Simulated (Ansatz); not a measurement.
Na₂PdSe₂:
```xyz
10
Lattice="1.8556 -5.3520 0.0000 1.8556 5.3520 0.0000 0.0000 0.0000 11.3214" Properties=species:S:1:pos:R:3 pbc="T T T"
Na     1.8556     0.6802     4.2196
Na     1.8556    -0.6802     9.8803
Na     1.8556    -3.4713     1.0554
Na     1.8556     3.4713     6.7162
Pd     1.8556     3.9048     2.8481
Pd     1.8556    -3.9048     8.5088
Se     1.8556    -2.3793     4.2184
Se     1.8556     2.3793     9.8791
Se     1.8556    -0.5009     1.4933
Se     1.8556     0.5009     7.1540
```

Relaxed with r²SCAN. Special points in fractions of this cell's reciprocal vectors: Γ (0.000, 0.000, 0.000); Y (-0.500, 0.500, 0.000); C0 (-0.280, 0.720, 0.000); Σ0 (0.280, 0.280, 0.000); Z (0.000, 0.000, 0.500); A0 (0.280, 0.280, 0.500); E0 (-0.280, 0.720, 0.500); T (-0.500, 0.500, 0.500); S (0.000, 0.500, 0.000); R (0.000, 0.500, 0.500).

Problem. List the band energies nearest the valence-band maximum at these points for plane-wave PAW r²SCAN (Ansatz code).

Solution. In eV from the valence-band maximum; about four levels below and three above (degenerate sets whole), none deeper than 8.9 eV; points with the same levels are listed once.

```json
[
 {"k": "Γ", "below": "-0.83 -0.75 -0.56 -0.23", "above": "2.32 2.39 2.74"},
 {"k": "Y", "below": "-1.00 -0.81 -0.04 0.00", "above": "2.24 2.55 4.64"},
 {"k": "C0", "below": "-1.18 -1.14 -0.50 -0.39", "above": "1.78 1.78 3.61"},
 {"k": "Z", "below": "-0.85 -0.85 -0.32 -0.32", "above": "2.36 2.36 3.44 3.44"},
 {"k": "A0", "below": "-1.14 -1.14 -0.49 -0.49", "above": "1.82 1.82 3.57 3.57"},
 {"k": "T", "below": "-0.91 -0.91 -0.19 -0.19", "above": "2.40 2.40 4.82 4.82"},
 {"k": "S", "below": "-1.41 -1.31 -0.31 -0.17", "above": "1.84 1.92 3.15"},
 {"k": "R", "below": "-1.37 -1.37 -0.23 -0.23", "above": "1.82 1.82 3.39 3.39"}
]
```

Space group Cmc2_1. The workflow started from a Materials Project entry (that database holds measured and hypothetical structures alike); the Crystallography Open Database copy checked does not list it. Whether it is the stable phase at ambient conditions was not checked. The r²SCAN relaxation kept the symmetry of its start; whether a distortion lowers the energy is not shown. The run is not spin-polarised. Scalar-relativistic: spin–orbit coupling is off unless named, which matters more the heavier the elements.

Potentials: the later of the program's two PAW sets.
